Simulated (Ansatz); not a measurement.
# Density of states of BaSbPt

```cif
data_structure
_symmetry_space_group_name_H-M 'P-6m2'
_symmetry_Int_Tables_number 187
_cell_length_a 4.5680
_cell_length_b 4.5680
_cell_length_c 4.9864
_cell_angle_alpha 90.000
_cell_angle_beta 90.000
_cell_angle_gamma 120.000
_cell_volume 90.11
loop_
_atom_site_label
_atom_site_type_symbol
_atom_site_symmetry_multiplicity
_atom_site_Wyckoff_symbol
_atom_site_fract_x
_atom_site_fract_y
_atom_site_fract_z
_atom_site_occupancy
Ba1 Ba 1 a 0.00000 0.00000 0.00000 1
Sb1 Sb 1 f 0.66667 0.33333 0.50000 1
Pt1 Pt 1 d 0.33333 0.66667 0.50000 1
```

The runs use the primitive cell with vectors (4.568, 0.000, 0.000), (-2.284, 3.956, 0.000), (0.000, 0.000, 4.986) Å, to which the k mesh refers.

Symmetry: P-6m2, No. 187, hexagonal system. Conventional cell: a = 4.568 Å, b = 4.568 Å, c = 4.986 Å, α = 90.00°, β = 90.00°, γ = 120.00°. Ba (site symmetry -6m2) has 6 Sb at 3.63 Å and 6 Pt at 3.63 Å as nearest neighbours. Sb (site symmetry -6m2) has 3 Pt at 2.64 Å as nearest neighbours. Pt (site symmetry -6m2) has 3 Sb at 2.64 Å as nearest neighbours.

The cell is the one relaxed in the Materials Project (mp-8606), not relaxed further here; entries there can be hypothetical.

Spin polarisation is left out, and whether a magnetic state lies lower isn't shown here.

Spin–orbit coupling is left out, though it moves levels of the heavy atoms by tenths of an eV or more.

Level of theory: DFT, LDA, all-electron LAPW, scalar-relativistic in Ansatz 0.2.0.

Settings: a Γ-centred 8×8×7 k mesh, Fermi–Dirac smearing of 0.05 eV, basis error target 0.5 meV/atom, no spin polarisation.

States per eV and cell, averaged over 0.6 eV, from -13.0 to 5.4 eV, with energies (bin centres) from the Fermi level; empty bins are left out. The partial columns, the largest 5 alone, are projections on Löwdin-orthogonalised atomic shells (those that the program's projection atoms carry: the occupied ones and, for some elements, an empty d or f shell; other empty shells have no column), summed over atoms of an element. Weights on diffuse s and p shells depend on that basis and aren't pure angular character.

```csv
E (eV),total,Pt 5d,Ba 5p,Sb 5p,Sb 5s,Pt 6s
-12.8,10.00,0.03,9.59,0.15,0.10,0.07
-9.8,0.38,0.02,0.02,0.00,0.22,0.06
-9.2,2.93,0.23,0.15,0.01,2.21,0.22
-8.6,0.02,0.00,0.00,0.00,0.02,0.00
-5.0,0.14,0.02,0.00,0.07,0.00,0.04
-4.4,3.21,1.00,0.05,1.40,0.06,0.59
-3.8,1.24,0.86,0.00,0.37,0.00,0.00
-3.2,4.81,3.14,0.04,1.41,0.00,0.01
-2.6,5.33,4.60,0.03,0.24,0.03,0.16
-2.0,4.16,3.36,0.03,0.20,0.08,0.31
-1.4,1.53,0.72,0.01,0.50,0.06,0.08
-0.8,2.27,0.76,0.02,1.06,0.08,0.06
-0.2,2.67,0.79,0.02,1.42,0.04,0.05
0.4,0.80,0.21,0.00,0.40,0.02,0.03
1.0,1.39,0.11,0.00,0.26,0.01,0.02
1.6,1.86,0.09,0.00,0.18,0.01,0.05
2.2,0.63,0.03,0.00,0.07,0.01,0.02
2.8,1.66,0.08,0.00,0.18,0.08,0.14
3.4,2.68,0.13,0.00,0.30,0.11,0.27
4.0,2.86,0.10,0.00,0.23,0.07,0.19
4.6,3.45,0.07,0.00,0.17,0.03,0.10
5.2,3.66,0.05,0.00,0.19,0.01,0.16
```

**Question.** Where is the centre of the filled Pt 5d states between -14 eV and the top of the filled states?

**Answer.** -2.65 eV from the Fermi level.
